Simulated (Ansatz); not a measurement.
A geometry of ZnInGaO$_{4}$ away from equilibrium: the start of the relaxation of a relaxed ZnInGaO4 cell with one Zn and one Ga atom exchanged in a cell of 7 atoms. Calculation: r2SCAN (plane waves to 500 eV, PAW, scalar-relativistic; Ansatz, a first-principles code). Γ-centred k-mesh 8×8×8 on the run's cell (coarser than for final values), Fermi–Dirac smearing 0.05 eV.

```xyz
7
Lattice="1.6555 0.9558 8.5872 -1.6555 0.9558 8.5872 0.0000 -1.9116 8.5872" Properties=species:S:1:pos:R:3:forces:R:3 pbc="T T T" free_energy=-15003.095 pressure_GPa=3.1
In     0.0000     0.0000    25.6825    0.0000    0.0000   -2.8998
Zn     0.0000     0.0000     5.4846    0.0000    0.0000    1.5894
Ga     0.0000     0.0000    20.1268    0.0000    0.0000    1.1299
O      0.0000     0.0000     3.5169    0.0000    0.0000   -3.5996
O      0.0000     0.0000    22.6435    0.0000    0.0000   -2.0756
O      0.0000     0.0000     7.4354    0.0000    0.0000    2.9309
O      0.0000     0.0000    18.1570    0.0000    0.0000    2.9247
```

Positions in Å, forces in eV/Å, free energy of the cell in eV (comparable only within this code, potentials and settings). Largest force: 3.60 eV/Å, on O4 (atoms numbered as listed); the geometry lies 0.26 eV/atom above the end of its relaxation.

No spin polarisation in the result.

The run could not lose the symmetry of its start.
